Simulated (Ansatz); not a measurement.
BN:
```xyz
4
Lattice="2.4988 0.0000 0.0000 -1.2494 2.1640 0.0000 0.0000 0.0000 6.6009" Properties=species:S:1:pos:R:3 pbc="T T T"
B      0.0000     1.4427     1.6502
B      1.2494     0.7213     4.9507
N      0.0000     1.4427     4.9507
N      1.2494     0.7213     1.6502
```

Relaxed with r²SCAN+D4.

Task: Map the electron localisation function on the plane through (0.333, 0.667, 0.250) spanned by u = [1, 1, 0] and v = [1, -1, 0] in lattice vectors, from r²SCAN+D4 in the plane-wave PAW code Ansatz.

Result: x is the fraction of u, y of v (the angle between them is 90°; rows are the nearest grid lines); atoms in the plane: B at (0.00, 0.00), B at (0.50, 0.50), N at (0.00, 0.33), N at (0.50, 0.83).
```
|  .+%%%###%%%+.  |
|  +@@@@###@@@@+  |
|.-%@@@%+=+%@@@%-.|
|-=%@@%*. .*%@@%=-|
|:=*%%#=. .=#%%*=:|
|.:=*##*=-=*##*=:.|
| .:+#%%%%%%%#+:. |
|  .-*%@@@@@%*-.  |
|   :=*%@@@%*=:   |
|...:--=***=--:...|
|=+++=:.   .:=+++=|
|##%%%+.   .+%%%##|
|##@@@@+   +@@@@##|
|=+%@@@%-.-%@@@%+=|
| .*%@@%=-=%@@%*. |
| .=#%%*=:=*%%#=. |
|-=*##*=:.:=*##*=-|
|%%%%#+:. .:+#%%%%|
|@@@%*-.   .-*%@@@|
|@@%*=:     :=*%@@|
|**=--:.....:--=**|
|  .:=+++=+++=:.  |
|  .+%%%###%%%+.  |
```
Scale: ten equal steps from 0.002 (start of ' ') to 0.929 (end of '@'), in the order ' .:-=+*#%@'; x runs from 0.000 to 1.00, y from 0.000 (bottom) to 1.00 (top).

The density is the valence pseudo-density with augmentation charge, so density and ELF within about 1 Å of a nucleus are not all-electron values.

Space group P6_3/mmc. Symmetry was held in the r²SCAN+D4 relaxation; phonons on a q-mesh show no instability.

Potentials: the later of the program's two PAW sets.
